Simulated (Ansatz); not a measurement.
Input file for Ansatz (a program for electronic structure):

Ansatz 0.2 input:
```yaml
crystal:
  lattice:
    - [3.778585975, 0.0, 0.0]
    - [-1.8892929875, 3.2723514448, 0.0]
    - [0.0, 0.0, 6.1080140849]
  atoms:
    - { symbol: Na, position: [0.3333333333, 0.6666666667, 0.25] }
    - { symbol: Na, position: [0.6666666667, 0.3333333333, 0.75] }
kpoints:
  mp_grid: { grid: [13, 13, 7] }
hamiltonian:
  xc: r2scan
  pseudopotentials: { azcp: { folder: ./paw }, kind: paw }
scf:
  occupations: { method: gaussian, width: 0.1 }
checkpoint: { read: metal.run }
output: { write_density: true, elf: true, volumetric_format: npy }
basis: { fft_grid_basis: typed }
```

Output (shortened):

```
Pseudopotentials: kind: paw
Pseudopotential: Na, paw, valence charge 9
Functional definition: r2SCAN
Crystal: 2 atoms, lattice volume = 75.525 Å³
Basis set: ecut = 500 eV, 1907 PW (Γ), exchange–correlation on 120×120×180 points (64 copies of the dense FFT grid, shifted against one another)
Bands: 17, of which v1, the nominal top of the filled ones, is band 9 counted from 1 (8 counted from 0)
Symmetry: 24 space group operations
Space group: P63/mmc (ITA 194), of the structure as read, at distance tolerance 4.2e-5 Å
k-points: 84 of 1183
PAW frozen core: Na, regenerated for the run's functional
Initial density: read from a saved state, or passed on in memory by an earlier SCF of this step, an earlier step, the calling program or the single point that …
Stability of the state it starts from, as read at its close in the unpolarized treatment …
Initial wavefunctions: pseudopotential atomic-orbital guess
Eigensolver: davidson
Functional: x = r2scan, c = r2scan; τ floored in thin density (d = 2e-4 eV/Å³)
iter 1 solved again at ethr=3.31e-9 eV; its pass at ethr=3.10e-3 eV (dr2=5.96e-7 eV) is discarded
SCF iter   1: F=—  HF=-2977.234876 eV  |F-HF|=—  |Δ(HF+E_count)|=         —  Δρ=3.01e-7  dr2=8.62e-11  dr2_τ=2.35e-12  ethr=3.31e-9  ⟨swp⟩=3.9  Hψ=11022  notcnv=0
all-band conjugate gradients solve this SCF's bands
preconditioner: auto → Kerker (q_TF=auto, 2.148 Å⁻¹)
SCF iter   2: F=-2977.234876 eV  HF=-2977.234876 eV  |F-HF|=9.09e-12  |Δ(HF+E_count)|=  2.52e-10  Δρ=1.90e-7  dr2=3.87e-11  dr2_τ=1.14e-12  ethr=1.00e-12  ⟨swp⟩=4.7  Hψ=4477  notcnv=0
SCF 1 converged in 2 iterations: F = -2977.234876 eV  dr2 = 3.87e-11
SCF converged after 2 iterations
Free energy (F): -2977.234876 eV
Harris-Foulkes:  -2977.234876 eV  (|F-HF|=9.09e-12)
Internal energy: -2977.230581 eV  (E = F + TS)
E sigma→0 (E₀):  -2977.232728 eV
Entropy (-TS):   -0.004296 eV (-2.148 meV/atom)
Fermi energy:    1.609678 eV
--- Per-component energies (eV) ---
  E_band       = -506.967428
  E_kinetic    = 225.268285
  E_local      = -3213.776871  (includes V_loc(G=0)·N_el)
  E_nonlocal   = 559.503699
  E_hartree    = 1119.853812
  E_xc         = -67.375017
  E_vxc        = -101.370792  (∫ρ·V_xc dr)
  E_paw        = -596.580538  (= ΣΔE_a)
  E_vpaw       = -225.330378  (= ΣTr[D̂ρ^β])
  E_aug_tail   = -0.000081  (compensation charges beyond the density's cutoff)
  E_vtau       = 9.030943  (kinetic-family band-sum trace: ∫τ·v_τ [+ j·A + Jᵃ·Aᵃ] dr)
  E_ewald      = -1004.071335
  E_core_change = -0.052535  (= ΣΔE_core)
  E_smearing   = -0.004296  (= −TS)
  E_closure    =  0.000000  (closes the sum)
  Σ components = -2977.234876   (vs F -2977.234876, Δ=0.00e0)
  [band-id]    e_kinetic+e_local+e_nonlocal+2·e_hartree+e_vxc+e_vpaw+e_augmentation_tail+e_vtau = -506.967572   (vs E_band -506.967428, Δ=-1.44e-4)
--- Band table (eV; the first three rows and the last of 84) ---
  k-point 0: bands = ["-53.9091", "-53.9074", "-24.3423", "-24.3126", "-24.3126", "-24.3076", "-24.3076", "-24.3075", "-1.8422", "2.1667", "2.8408", "12.1868", "12.1868", "12.6428", "12.6428", "12.7621", "14.1151"]
  k-point 1: bands = ["-53.9090", "-53.9074", "-24.3406", "-24.3123", "-24.3123", "-24.3093", "-24.3079", "-24.3079", "-1.7512", "1.3307", "3.8330", "12.1084", "12.2534", "12.2534", "12.6863", "12.6863", "13.6311"]
  k-point 2: bands = ["-53.9088", "-53.9077", "-24.3358", "-24.3141", "-24.3116", "-24.3116", "-24.3086", "-24.3086", "-1.4791", "0.3877", "5.2445", "10.3531", "12.4415", "12.4415", "12.7923", "12.7923", "13.6148"]
  k-point 83: bands = ["-53.9071", "-53.9070", "-24.3349", "-24.3347", "-24.3277", "-24.3255", "-24.3143", "-24.3138", "3.1032", "3.5635", "4.0666", "4.3612", "5.3078", "5.4739", "11.0495", "12.1432", "12.4677"]
  band table: 17 of 17 bands, residual norms ≤ 1.0e-3 eV
```

Cost: roughly 12 core-seconds on shared cores.

Space group P6_3/mmc (hcp (Mg type)). The first step of the workflow began from a Materials Project structure, measured or hypothetical; the Crystallography Open Database files this formula in space group No. 194, but the cells were not matched. It is not the phase usual at ambient conditions (space group No. 229). The cell keeps a stress of up to 0.2 GPa. The cell was relaxed with r²SCAN under the symmetry of its start; whether a distortion lowers the energy is not shown. Axis ratios of metals converge slowly with the k-mesh, so a and c are less sure than the volume.

Potentials: the earlier of the program's two PAW sets.

Ansatz is a plane-wave DFT program.
